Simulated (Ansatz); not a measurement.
The start is a generated cell, TiFe built in the AFLOW prototype AB_tP4_131_c_e (B17, as in PtS). Cell shape, volume and atoms are optimised at zero target pressure with PBEsol (plane waves to 420 eV, PAW, scalar-relativistic; Ansatz, an electronic-structure program). The first steps use a coarse 9×9×8 k-mesh.

Input geometry:
```
TiFe
1.0
    3.44169     0.00000     0.00000
    0.00000     3.44169     0.00000
    0.00000     0.00000     4.28492
Ti Fe
2 2
Direct
  0.00000   0.50000   0.00000
  0.50000   0.00000   0.50000
  0.00000   0.00000   0.25000
  0.00000   0.00000   0.75000
```
Spin-polarised start, with parallel moments on Fe.

### Question
By how much does the energy per atom fall from start to end?

### Answer
0.86 eV/atom.

### Question
How does the volume per atom move from start to end?

### Answer
+48.2 %, from 12.69 to 18.81 Å³/atom.

### Question
How do the shortest distances between atoms change?

### Answer
The closest pairs of elements (up to four, under 3.6 Å), start → end: Fe–Ti 2.03 → 2.37 Å; Fe–Fe 2.14 → 2.09 Å; Ti–Ti 3.24 → 3.66 Å.

### Question
What band gap does the relaxed structure have at this level?

### Answer
Zero (metallic).

### Question
What magnetic moments remain?

### Answer
Zero (the starting moments vanished).

The space group stays P4₂/mmc (No. 131) (the run could not lower it), with 4 atoms in the primitive cell. Final values are on a 11×11×11 k-mesh of the relaxed cell. The start holds a very short contact (Ti–Fe 2.03 Å). No spin polarisation in the result: the starting moments vanished. A magnetic state may lie lower.

The run could not lower the symmetry of its start; a shaken copy of this end point relaxes with PBEsol to Pm-3m (No. 221), 1.45 eV/atom lower.

The relaxed structure here is a generated cell of TiFe: the first start was made by placing the elements on the sites of a structure type, and the end was not matched to a known phase here, so it may be hypothetical. Known forms of TiFe include space group No. 221.
